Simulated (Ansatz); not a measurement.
Relaxed-ion elastic tensor of BeRh (CsCl type, space group No. 221) in GPa (Voigt order), PBEsol (plane waves, PAW; program Ansatz); density 8.91 g/cm³, 10.43 Å³ per atom.

|  | 1 | 2 | 3 | 4 | 5 | 6 |
|---|---|---|---|---|---|---|
| 1 | 409 | 138 | 138 | 0.0 | 0.0 | 0.0 |
| 2 | 138 | 409 | 138 | 0.0 | 0.0 | 0.0 |
| 3 | 138 | 138 | 409 | 0.0 | 0.0 | 0.0 |
| 4 | 0.0 | 0.0 | 0.0 | 106 | 0.0 | 0.0 |
| 5 | 0.0 | 0.0 | 0.0 | 0.0 | 106 | 0.0 |
| 6 | 0.0 | 0.0 | 0.0 | 0.0 | 0.0 | 106 |

### Question
Is the crystal mechanically stable?

### Answer
Yes: the smallest eigenvalue of C is 106 GPa.

### Question
Work out the Voigt, Reuss and Hill averages.

### Answer
K_V = 229, K_R = 229, K_H = 229; G_V = 118, G_R = 116, G_H = 117 GPa.

### Question
Give Young's modulus, Poisson's ratio, Pugh's ratio and the universal anisotropy index.

### Answer
E = 9KG/(3K + G) = 300 GPa; ν = 0.28; K/G = 1.96 (ductile by the Pugh limit of 1.75); A_U = 5G_V/G_R + K_V/K_R − 6 = 0.07.

### Question
Estimate the sound speeds and the Debye temperature.

### Answer
v_l = √((K + 4G/3)/ρ) = 6570 m/s, v_t = √(G/ρ) = 3620 m/s, mean 4040 m/s; Θ = (h/k)(3n/4πV)^(1/3) v_m = 550 K.

### Question
Give the Zener ratio and Young's modulus along [100], [110] and [111].

### Answer
A = 2C44/(C11 − C12) = 0.78; 1/E = S11 − 2(S11 − S12 − S44/2)Γ with Γ = 0, 1/4, 1/3 gives 340, 289, 275 GPa.

Space group Pm-3m (CsCl type). The cell is a constructed one: a structure type filled with these elements; the Crystallography Open Database copy checked does not list it. Its standing as an ambient phase is unchecked. Symmetry was held in the PBEsol relaxation; its stability against distortions is not shown here. The run is not spin-polarised. As this level gives no gap, shear constants depend on the k-mesh and smearing (Fermi–Dirac, 0.1 eV here).

Potentials: the earlier of the program's two PAW sets. The files were generated under PBE; for other functionals the program regenerates the frozen cores, and for LDA and PBEsol the local potential too.
